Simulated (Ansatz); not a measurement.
**Two states of GdSi2Ag2**

```yaml
crystal:
  lattice:
    - [0.00000, 4.09911, 0.00000]
    - [2.04955, -2.04955, 5.28756]
    - [-4.09911, 0.00000, 10.57513]
  atoms:
    - { symbol: Si, position: [0.18750, 0.37500, 0.18750] }
    - { symbol: Si, position: [0.68750, 0.37500, 0.68750] }
    - { symbol: Si, position: [0.31250, 0.62500, 0.31250] }
    - { symbol: Si, position: [0.81250, 0.62500, 0.81250] }
    - { symbol: Ag, position: [0.12500, 0.25000, 0.62500] }
    - { symbol: Ag, position: [0.62500, 0.25000, 0.12500] }
    - { symbol: Ag, position: [0.37500, 0.75000, 0.87500] }
    - { symbol: Ag, position: [0.87500, 0.75000, 0.37500] }
    - { symbol: Gd, position: [0.00000, 0.00000, 0.00000] }
    - { symbol: Gd, position: [0.50000, 0.00000, 0.50000] }
```

The numbers come from plane-wave PAW DFT (Ansatz): r2SCAN, with U_eff = 4.31 eV on Gd f (all-electron-ortho-atomic projectors), 500 eV, 5×5×3 Γ-centred k points, cold occupations (width 0.065 eV). Nothing was relaxed.

State A: Gd9 up, Gd10 up (collinear spin). State B: Gd9 up, Gd10 down (collinear spin).

Compare the two self-consistent states.

They are level within 1 meV an atom.

```
state  free energy (meV/atom)  largest moment in a small sphere (μB)  net moment (μB/cell)  gap on mesh (eV)  pressure (GPa)  largest force (eV/Å)
    A                     0.8                                   7.15                 14.37             metal             8.3                  3.15
    B                     0.0                                   7.17                  0.00             metal             8.4                  3.12
```

Origin: a database entry at a rescaled volume. Caveats: forces this large suggest misplaced atoms in the database entry; the k mesh is coarse if the cell is a metal; atoms or cell far from equilibrium.
